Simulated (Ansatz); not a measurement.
A trial cell of Li2TiIrC6N6, before relaxation:

```
Li Ti Ir C N
1.0
     0.00000    5.11700    5.11700
     5.11700    0.00000    5.11700
     5.11700    5.11700    0.00000
Li Ti Ir C N
2 1 1 6 6
Direct
  0.25000 0.25000 0.25000
  0.75000 0.75000 0.75000
  0.50000 0.50000 0.50000
  0.00000 0.00000 0.00000
  0.81268 0.18732 0.18732
  0.18732 0.81268 0.18732
  0.18732 0.18732 0.81268
  0.18732 0.81268 0.81268
  0.81268 0.18732 0.81268
  0.81268 0.81268 0.18732
  0.69836 0.30164 0.30164
  0.30164 0.69836 0.30164
  0.30164 0.30164 0.69836
  0.30164 0.69836 0.69836
  0.69836 0.30164 0.69836
  0.69836 0.69836 0.30164
```

Theory: DFT PBE, scalar-relativistic, plane waves, PAW (Ansatz). Cutoff 420 eV, Gaussian smearing, Γ-centred meshes. Cell and atoms relax first on a coarse mesh and then on a finer one. In between, the cell is made exact in the group found at 0.06 Å. In metals the finer mesh still leaves noise of several meV/atom or more. The steps can't lower the symmetry of their start. Collinear spin, starting moments Ti 1.0; Ir 1.0 μB.

A guess keeps its type if space group and coordination stay and the shape of the cell changes little (axis ratios within about 15 %, angles within 6°); the volume may change.

Question: Does it keep its structure type, or change into something else?

Answer: It keeps its type. The symmetry stays Fm-3m (No. 225). The volume per atom grows by 11.1 %, from 16.7 to 18.6 Å³. The shortest distance goes from 1.17 Å (C–N) to 1.18 Å (C–N). Counting neighbours within 15 % of an atom's shortest distance, the start has C 1, Ir 6, Li 24, N 1, Ti 6 and the end C 1, Ir 6, Li 24, N 1, Ti 6.

The last run used collinear spin, a 6×6×6 mesh for its 16-atom cell and Gaussian smearing of 0.10 eV. These runs have no spin–orbit coupling, which can matter for Ir. The magnetic state reached may not be the lowest. A structure relaxed within its symmetry needn't be a true minimum.
